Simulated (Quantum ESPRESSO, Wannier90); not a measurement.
Wannier functions of TiO$_{2}$ (rutile)

```
TiO2
1.0
    4.59984     0.00000     0.00000
    0.00000     4.59984     0.00000
    0.00000     0.00000     2.95921
Ti O
2 4
Direct
  0.50000   0.50000   0.00000
  0.00000   0.00000   0.50000
  0.69568   0.69568   0.50000
  0.30432   0.30432   0.50000
  0.80432   0.19568   0.00000
  0.19568   0.80432   0.00000
```

Cell from Materials Project (mp-2657), symmetrised, no further relaxation. COD (Crystallography Open Database) has the formula in 6 space groups, this one among them (matched by group alone). Method: PBEsol plane waves in Quantum ESPRESSO 7.5 (PseudoDojo norm-conserving files, 68 Ry, no spin polarisation, no spin-orbit coupling), Bloch states on a 6×6×8 mesh through Γ, Wannier90 4.0.1. Density: 8×8×10 mesh, cold smearing 0.01 Ry.

Functional, cutoff and mesh named above are those of the base row (PBEsol); the first column says what each row takes instead. Model: 16 functions from bands 9-24, start SCDM (isolated) (the valence bands). Energies are relative to the valence-band maximum; the misfit is to pw.x on a path, for all bands of the set. The functional changes, each with its own PseudoDojo files and their cutoffs, on the same cell. Ω_total can sit in another minimum from row to row; Ω_I of an isolated set cannot.

| functional | Ω_I (Å²) | Ω_total (Å²) | rms misfit (meV) | gap (eV) | bottom of band 9 (eV) |
|---|---|---|---|---|---|
| LDA | 13.28 | 15.14 | 0.5 | 1.81 | -17.88 |
| PBE | 13.04 | 14.86 | 0.4 | 1.89 | -18.15 |
| PBEsol | 13.20 | 15.04 | 0.5 | 1.85 | -18.10 |
